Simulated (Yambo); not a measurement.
A G0W0@PBEsol run in Yambo for Cs$_{2}$ICl$_{6}$F (space group Fm-3m, No. 225) (2×2×2 Γ-centred k mesh, 311 bands and a 6 Ry block in the screening, 311 bands in G with the Bruneval-Gonze terminator, plasmon pole fitted at 27.2 eV) gives these matrix elements, in eV, at the band edges (L → L):

| state | E0 | <Vxc> | <Σx> | <Σc(E0)> | Z |
|---|---|---|---|---|---|
| valence edge | 0.000 | -19.605 | -24.478 | 4.566 | 0.690 |
| conduction edge | 1.109 | -12.975 | -9.896 | -2.527 | 0.773 |

Task: Solve the linearised quasiparticle equation for both states, give the gap, and say how exchange and correlation each act on it.

Result: E = E0 + Z(Σx + Σc − Vxc). Valence: 0.000 + 0.690 × (-24.478 + (4.566) − (-19.605)) = -0.21 eV. Conduction: 1.109 + 0.773 × (-9.896 + (-2.527) − (-12.975)) = 1.54 eV. The gap is 1.75 eV, against 1.11 eV in PBEsol. Replacing Vxc by bare exchange alone would open it by 7.95 eV; correlation takes back 7.09 eV of that, and Z scales what is left. Nearest settings tried, and what they do to the gap: 199 bands in W, 199 bands in G: +50 meV; 5 Ry block (411 vectors against 537): +50 meV. Not varied: mesh. So the settings aren't converged at that level. The k mesh is coarse. Without spin-orbit coupling, band edges of such heavy elements can be off by tenths of an eV.

Geometry of the Materials Project entry, not relaxed at this level; primitive cell a = 7.546 Å, b = 7.546 Å, c = 7.546 Å, α = 60.00°, β = 60.00°, γ = 60.00°.

The structure is a Materials Project entry; no match was found in the copy of COD used, and its stability was not checked.
